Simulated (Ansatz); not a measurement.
# GeSb₂Te₄: work and stress of cleavage

All numbers below come from Ansatz 0.2.0, DFT PBE, scalar-relativistic, plane waves, PAW. The runs took a 420 eV cutoff, a Γ-centred 9×9×3 mesh and Gaussian smearing (0.03 eV). No spin polarisation. Energies are free energies at this smearing, counted from the undisturbed cell; pressure is positive in compression.

Reference structure (relaxed at this level; it needn't be the usual structure):

```xyz
7
Lattice="-4.2977 0.0000 0.0000 -2.1489 -3.7219 0.0000 2.1489 1.2406 14.1303" Properties=species:S:1:pos:R:3 pbc="T T T"
Ge   -1.7011   -0.9822   13.0301
Sb   -1.7011   -0.9822    6.8695
Sb   -5.9988   -3.4634    2.8468
Te   -3.8500   -2.2228   11.6209
Te    0.4477    0.2585    8.5798
Te   -3.8500   -2.2228    4.8211
Te   -1.7011   -0.9822    1.1007
```

The cell holds layers and no dispersion correction was added, so their binding is poorly described.

The cut lies on the cell's a–b face, a (0 0 -1) plane (indices in the standard cell, whose axes needn't be the Cartesian ones shown) of area 16.00 Å², between layers 2.20 Å apart. Vector c is lengthened by d along the normal with the atoms' Cartesian places fixed: one unrelaxed cut a cell. The traction is positive where the two halves pull on each other.

| d (Å) | energy (J/m²) | traction (GPa) |
| --- | --- | --- |
| -0.30 | 0.053 | -4.07 |
| 0.00 | 0.000 | 0.01 |
| 0.25 | 0.021 | 1.48 |
| 0.50 | 0.065 | 1.93 |
| 1.00 | 0.157 | 1.61 |
| 1.50 | 0.222 | 0.99 |
| 2.00 | 0.259 | 0.54 |
| 3.00 | 0.290 | 0.15 |
| 4.50 | 0.301 | 0.03 |
| 6.00 | 0.304 | 0.01 |

Q: What are the work of separation and the cleavage stress, and do they fit the universal binding curve?

A: The energy levels off near W ≈ 0.304 J/m² (the traction is down to 0.01 GPa), the energy of the two unrelaxed faces, 0.152 J/m² each on average. The largest sampled traction is 1.93 GPa at d = 0.50 Å, and a parabola through it and its two neighbours peaks at σ_max ≈ 2.01 GPa, d ≈ 0.65 Å. The curve E = W[1 − (1 + d/ℓ)exp(−d/ℓ)] peaks in traction at d = ℓ with σ_max = W/(eℓ); with 1 J/m² per Å = 10 GPa this W and σ_max give ℓ = 0.56 Å. A parabola through that curve at the same three d peaks at 0.64 Å, against 0.65 Å here, a fair fit. The cut parts unlike faces (Ge and Te); in an ionic crystal that makes them polar, and the energy then depends on the thickness of the slab. Real crystals break at far lower stress, because cracks concentrate it.

The crystal is built of layers, and the cut parts neighbours that are weakly bound and not described well without a dispersion correction.

The cut is rigid; relaxing the faces lowers these energies and usually the stresses.

Cost: 10 runs of about 7.9 core-minutes in all, on Intel Xeon 6975P-C (Granite Rapids) (shared hosts).